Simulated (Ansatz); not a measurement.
**Calculated with Ansatz: SnP$_{3}$, single run**

input.yaml:

```yaml
crystal:
  lattice:
    - [3.73825, 2.15828, 3.550712]
    - [-3.73825, 2.15828, 3.550712]
    - [0.0, -4.316561, 3.550712]
  atoms:
    - { symbol: P, position: [0.7967, 0.255, 0.7967] }
    - { symbol: P, position: [0.7967, 0.7967, 0.255] }
    - { symbol: P, position: [0.255, 0.7967, 0.7967] }
    - { symbol: P, position: [0.2033, 0.745, 0.2033] }
    - { symbol: P, position: [0.745, 0.2033, 0.2033] }
    - { symbol: P, position: [0.2033, 0.2033, 0.745] }
    - { symbol: Sn, position: [0.2576, 0.2576, 0.2576] }
    - { symbol: Sn, position: [0.7424, 0.7424, 0.7424] }
  symmetry: { tolerance: 0.0003 }
kpoints:
  mp_grid: { grid: [3, 3, 3], shift: [0.5, 0.5, 0.5] }
magnetization:
  spin_polarized: false
scf:
  occupations: { method: fermi_dirac, width: 0.0151 }
hamiltonian:
  pseudopotentials: { kind: paw }
  xc: r2scan
basis:
  ecutwfc: 500
output:
  forces: true
  stress: true
  eigenvalues: true
```

The command:

```bash
ansatz run input.yaml --threads 1 --pin off --max-ram 2560MiB --backend cpu --events-out ev --progress --plain --runs-dir out
```

Origin of the cell: a database entry, scaled a little.

Output (shortened):

```
SCF iter   1: F=—  HF=-16632.407962 eV  Δρ=5.77e-3  dr2=4.88e-2  dr2_τ=3.40e-2
SCF iter   2: F=—  HF=-16632.474060 eV  Δρ=3.16e-3  dr2=1.41e-2  dr2_τ=2.10e-4  defer=11
SCF iter   3: F=—  HF=-16632.474502 eV  Δρ=6.44e-4  dr2=7.72e-4  dr2_τ=1.77e-5  defer=5
SCF iter   4: F=—  HF=-16632.474536 eV  Δρ=1.78e-4  dr2=6.50e-5  dr2_τ=2.60e-6  defer=5
SCF iter   5: F=—  HF=-16632.474542 eV  Δρ=3.78e-5  dr2=4.05e-6  dr2_τ=9.89e-8  defer=5
SCF iter   6: F=—  HF=-16632.474544 eV  Δρ=1.02e-5  dr2=2.55e-7  dr2_τ=1.24e-8  defer=5
SCF iter   7: F=-16632.474544 eV  HF=-16632.474544 eV  Δρ=2.65e-6  dr2=1.77e-8  dr2_τ=8.45e-10
SCF 1 converged in 7 iterations: F = -16632.474544 eV  dr2 = 1.77e-8
SCF converged after 7 iterations
Free energy (F): -16632.474544 eV
Harris-Foulkes:  -16632.474544 eV  (|F-HF|=5.37e-9)
Internal energy: -16632.472993 eV  (E = F + TS)
E sigma→0 (E₀):  -16632.473768 eV
Entropy (-TS):   -0.001551 eV (-0.194 meV/atom)
Fermi energy:    8.274816 eV
--- Per-component energies (eV) ---
  E_band       = -208.594556
  E_kinetic    = 787.651082
  E_local      = -2573.204002  (includes V_loc(G=0)·N_el)
  E_nonlocal   = 133.812343
  E_hartree    = 1391.746492
  E_xc         = -1097.283962
  E_vxc        = -596.136887  (∫ρ·V_xc dr)
  E_paw        = -11773.270777  (= ΣΔE_a)
  E_vpaw       = -774.983731  (= ΣTr[D̂ρ^β])
  E_aug_tail   = 0.000002  (compensation charges beyond the density's cutoff)
  E_vtau       = 30.774156  (kinetic-family band-sum trace: ∫τ·v_τ [+ j·A + Jᵃ·Aᵃ] dr)
  E_ewald      = -3502.849757
  E_core_change = 0.925587  (= ΣΔE_core)
  E_smearing   = -0.001551  (= −TS)
  Σ components = -16632.474544   (vs F -16632.474544, Δ=0.00e0)
--- Forces (eV/Å), atoms counted from 1 ---
  atom   1  P      0.147373    -0.085086     0.170107
  atom   2  P      0.000000     0.170172     0.170107
  atom   3  P     -0.147373    -0.085086     0.170107
  atom   4  P     -0.147373     0.085086    -0.170107
  atom   5  P      0.147373     0.085086    -0.170107
  atom   6  P     -0.000000    -0.170172    -0.170107
  atom   7  Sn     0.000000    -0.000000     0.019029
  atom   8  Sn    -0.000000     0.000000    -0.019029
  max |Σ_I F_I| component: 1.30e-16 eV/Å
--- Stress (GPa, compression-positive) ---
       -2.069167       0.000000       0.000000
        0.000000      -2.069167      -0.000000
       -0.000000      -0.000000      -1.405325
  P = ⅓ Tr σ = -1.8479 GPa (-18.479 kbar)
```

Caveats: the k mesh is coarse if the cell is a metal.

It ran for 4 s of wall time on 1 CPU thread(s) of a shared host, from the program's own first density.
